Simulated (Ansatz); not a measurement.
SrCl₂ (started from an entry of an open crystallographic database), relaxed with r2SCAN, was run in the plane-wave code Ansatz under altered settings. All numbers are computed, without spin polarisation but where a row says otherwise.

```yaml
crystal:
  lattice:
    - [0.00000, 3.49765, 3.49765]
    - [3.49765, 0.00000, 3.49765]
    - [3.49765, 3.49765, 0.00000]
  atoms:
    - { symbol: Sr, position: [0.00000, 0.00000, 0.00000] }
    - { symbol: Cl, position: [0.25000, 0.25000, 0.25000] }
    - { symbol: Cl, position: [0.75000, 0.75000, 0.75000] }
```

The base run's other keys:
```yaml
kpoints:
  mp_grid: { grid: [4, 4, 4] }
hamiltonian:
  xc: hse06
scf:
  occupations: { method: fixed }
  n_extra_bands: 4
```

It takes 11 iterations with 1687 plane waves at 420 eV and 8 k points, and leaves a mean stress of +0.19 GPa. The gap over this mesh is 6.591 eV. It ran on 4 threads of Arm Neoverse V2 (shared host).

Outcomes, with energy and stress as changes against the base:

| setting | outcome | ΔF (meV/atom) | Δ mean stress (GPa) | gap on the mesh (eV) | iterations | wall time |
| --- | --- | --- | --- | --- | --- | --- |
| PBE hybrid, exx coeff -0.2, omega 0.3 1/Å | refused | – | – | – | – | 0.01 s |
| PBE hybrid, exx coeff 0.5, unscreened | converged | – | -0.6 | 9.375 | 16 | 8.1 s |
| PBE hybrid, exx coeff 0.35, unscreened | converged | – | -0.3 | 8.134 | 12 | 6.3 s |
| PBE hybrid, exx coeff 0.3, unscreened | converged | – | -0.2 | 7.724 | 12 | 6.7 s |
| basis.ecutwfc: 500 | converged | -0.1 | 0.0 | 6.591 | 12 | 8.5 s |
| scf.n_extra_bands: 24 | converged | 0.0 | 0.0 | 6.591 | 10 | 7.6 s |

A dash marks a value that wasn't obtained or can't be compared. Stress is positive in compression. The base took 7.3 s.

- PBE hybrid, exx coeff -0.2, omega 0.3 1/Å. It is rejected at once. Error: invalid value for `hamiltonian.xc.exx.coeff`: must be finite and in (0, 1]; got -0.2
- PBE hybrid, exx coeff 0.5, unscreened. That is 50 % exact exchange, at all ranges, against HSE06's 25 % screened at 0.208 1/Å. The mean stress moves by -0.6 GPa and the gap on the mesh by +2.784 eV (to 9.375). Totals of different functionals aren't comparable.
- PBE hybrid, exx coeff 0.35, unscreened. That is 35 % exact exchange, at all ranges, against HSE06's 25 % screened at 0.208 1/Å. The mean stress moves by -0.3 GPa and the gap on the mesh by +1.543 eV (to 8.134). Totals of different functionals aren't comparable.
- PBE hybrid, exx coeff 0.3, unscreened. That is 30 % exact exchange, at all ranges, against HSE06's 25 % screened at 0.208 1/Å. The mean stress moves by -0.2 GPa and the gap on the mesh by +1.133 eV (to 7.724). Totals of different functionals aren't comparable.

Within 1 meV an atom, 0.1 GPa and 0.005 eV of the base stay: basis.ecutwfc: 500; scf.n_extra_bands: 24.

The stress of a hybrid is loosely converged in these runs.

The meshes of the hybrids are coarse, so their gaps aren't converged to the digits shown.
